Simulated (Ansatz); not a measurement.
**Computed energy over volume and axial ratio: Mg2Ge (anti-fluorite)**

Mg2Ge (anti-fluorite)

Space group Fm-3m (No. 225); a = b = c = 6.4212 Å, α = β = γ = 90.00°

```json
[
 {"atom": "Ge", "site": "4a", "symmetry": "m-3m", "x": "0.0000", "y": "0.0000", "z": "0.0000"},
 {"atom": "Mg", "site": "8c", "symmetry": "-43m", "x": "0.2500", "y": "0.2500", "z": "0.2500"}
]
```
(The calculation used a cell of 3 atoms; values per cell refer to that cell.)

Two coordinates are scanned: the volume, and the ratio of the stretch along z (the conventional c axis) to the stretch across it. Atoms keep their fractional coordinates.

Calculation: PBE (plane waves to 420 eV, PAW, scalar-relativistic; Ansatz, a quantum-chemistry and plane-wave program). k mesh 9×9×9 (Γ-centred), Fermi-Dirac smearing 0.05 eV. Energies are smeared free energies. Compression counts positive. As the smearing reaches across the gap at some points, the response to shear is sensitive to the k mesh, so small differences along c/a are uncertain. Mg2Ge was relaxed with its symmetry unable to fall. ΔE is measured from the relaxed starting cell.

ΔE (meV/atom), with V/V₀ across and (c/a)/(c/a)₀ down:

```tsv
(c/a)/(c/a)₀ \ V/V₀	0.920	0.947	0.973	1.000	1.027	1.053	1.080
0.880	89	74	65	61	62	67	76
0.920	53	38	29	26	28	34	44
0.960	32	17	9	6	9	15	25
1.000	25	11	3	0	2	9	19
1.040	32	17	9	6	8	15	25
1.080	50	35	27	24	26	32	42
1.120	79	64	55	52	53	59	68
```

σxx (GPa), with V/V₀ across and (c/a)/(c/a)₀ down:

| (c/a)/(c/a)₀ \ V/V₀ | 0.920 | 0.947 | 0.973 | 1.000 | 1.027 | 1.053 | 1.080 |
|---|---|---|---|---|---|---|---|
| 0.880 | 1.3 | -0.4 | -1.9 | -3.1 | -4.1 | -5.0 | -5.8 |
| 0.920 | 2.4 | 0.7 | -0.8 | -2.1 | -3.2 | -4.2 | -5.1 |
| 0.960 | 3.6 | 1.8 | 0.2 | -1.1 | -2.3 | -3.3 | -4.2 |
| 1.000 | 4.9 | 3.1 | 1.4 | 0.0 | -1.2 | -2.3 | -3.3 |
| 1.040 | 6.2 | 4.3 | 2.6 | 1.2 | -0.1 | -1.2 | -2.2 |
| 1.080 | 7.5 | 5.6 | 3.8 | 2.3 | 1.0 | -0.1 | -1.1 |
| 1.120 | 8.8 | 6.8 | 5.1 | 3.5 | 2.2 | 1.0 | -0.1 |

What the scan shows:

| Quantity | Value |
|---|---|
| Shear modulus C′ = (C11 − C12)/2 (fit, atoms clamped) | 43 GPa |
| Lowest place on the grid | V/V₀ = 1.000, (c/a)/(c/a)₀ = 1.000 (0 meV/atom) |
| Highest place on the grid | V/V₀ = 0.920, (c/a)/(c/a)₀ = 0.880 (89 meV/atom) |

(A scan under strain: stresses follow from slopes of the energy per volume, elastic moduli from its curvatures.)
